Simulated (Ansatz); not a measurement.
TiI4:
```cif
data_I16Ti4
_chemical_formula_sum 'Ti4 I16'
_space_group_name_H-M_alt 'C2/c'
_space_group_IT_number 15
_space_group_name_Hall '-C 2yc'
_cell_length_a 13.48528
_cell_length_b 8.24271
_cell_length_c 6.92119
_cell_angle_alpha 90.000
_cell_angle_beta 90.684
_cell_angle_gamma 90.000
loop_
_atom_site_label
_atom_site_type_symbol
_atom_site_symmetry_multiplicity
_atom_site_Wyckoff_symbol
_atom_site_fract_x
_atom_site_fract_y
_atom_site_fract_z
_atom_site_occupancy
Ti1 Ti 4 e 0.00000 0.65892 0.25000 1
I1 I 8 f 0.11423 0.38967 0.42706 1
I2 I 8 f 0.37518 0.36382 0.10340 1
```
(The calculation used a cell of 10 atoms; values per cell refer to that cell.)

Relaxed with r²SCAN+D4.

Task: Which orbitals make up the states near the band edges in r²SCAN+D4 in the plane-wave PAW code Ansatz?

Result: Top 1 eV of the valence band: I 5p 94 %, Ti 3d 5 %. Bottom 1 eV of the conduction band: Ti 3d 79 %, I 5p 20 %. Projections are on Löwdin-orthogonalised atomic valence shells; empty p or d shells of many metals are not among them.

Task: Tabulate the density of states.

Result: States/eV per cell of 10 atoms, in 0.25 eV bins, energy from the valence-band maximum.

```
E (eV)  total   I 5p  Ti 3d  Ti 4s
------  -----  -----  -----  -----
-7.85    0.00   0.00   0.00   0.00
-7.60    0.00   0.00   0.00   0.00
-7.35    0.00   0.00   0.00   0.00
-7.10    0.00   0.00   0.00   0.00
-6.85    0.00   0.00   0.00   0.00
-6.60    0.00   0.00   0.00   0.00
-6.35    0.00   0.00   0.00   0.00
-6.10    0.00   0.00   0.00   0.00
-5.85    0.00   0.00   0.00   0.00
-5.60    0.00   0.00   0.00   0.00
-5.35    0.00   0.00   0.00   0.00
-5.10    0.00   0.00   0.00   0.00
-4.85    0.00   0.00   0.00   0.00
-4.60    0.00   0.00   0.00   0.00
-4.35    0.00   0.00   0.00   0.00
-4.10    4.33   3.31   0.13   0.67
-3.85    6.35   4.98   0.22   0.75
-3.60    5.19   4.21   0.25   0.40
-3.35    9.70   8.71   0.70   0.09
-3.10   16.29  14.12   1.81   0.10
-2.85   13.09  10.97   1.77   0.10
-2.60    9.88   8.13   1.45   0.08
-2.35   19.21  14.77   3.93   0.08
-2.10   11.28   9.03   1.98   0.03
-1.85    9.45   7.95   1.31   0.02
-1.60   13.60  11.49   1.84   0.05
-1.35   13.61  11.94   1.44   0.03
-1.10   12.52  11.25   1.08   0.03
-0.85   14.65  13.47   1.00   0.02
-0.60   13.71  12.88   0.70   0.01
-0.35   16.20  15.40   0.69   0.01
-0.10    2.93   2.85   0.07   0.00
0.15     0.00   0.00   0.00   0.00
0.40     0.00   0.00   0.00   0.00
0.65     0.00   0.00   0.00   0.00
0.90     0.00   0.00   0.00   0.00
1.15     4.99   0.60   4.31   0.01
1.40    24.94   4.54  19.99   0.05
1.65    18.07   4.40  13.43   0.02
1.90     0.00   0.00   0.00   0.00
2.15     0.00   0.00   0.00   0.00
2.40    10.17   3.07   6.41   0.00
2.65     8.88   3.02   5.38   0.00
2.90    12.95   4.91   7.51   0.01
3.15     0.00   0.00   0.00   0.00
3.40     0.00   0.00   0.00   0.00
3.65     0.00   0.00   0.00   0.00
3.90     0.00   0.00   0.00   0.00
4.15     0.00   0.00   0.00   0.00
4.40     0.00   0.00   0.00   0.00
4.65     0.00   0.00   0.00   0.00
4.90     0.00   0.00   0.00   0.00
5.15     0.00   0.00   0.00   0.00
5.40     0.00   0.00   0.00   0.00
5.65     0.88   0.10   0.01   0.19
5.90     3.80   0.38   0.03   0.69
```

The workflow started from a Materials Project entry (that database holds measured and hypothetical structures alike); the Crystallography Open Database files this formula in space group No. 15, but the cells were not matched. Its standing as an ambient phase is unchecked. Symmetry was held in the r²SCAN+D4 relaxation; its stability against distortions is not shown here. The run is not spin-polarised. Scalar-relativistic: spin–orbit coupling is off unless named, which matters more the heavier the elements.

Potentials: the later of the program's two PAW sets.
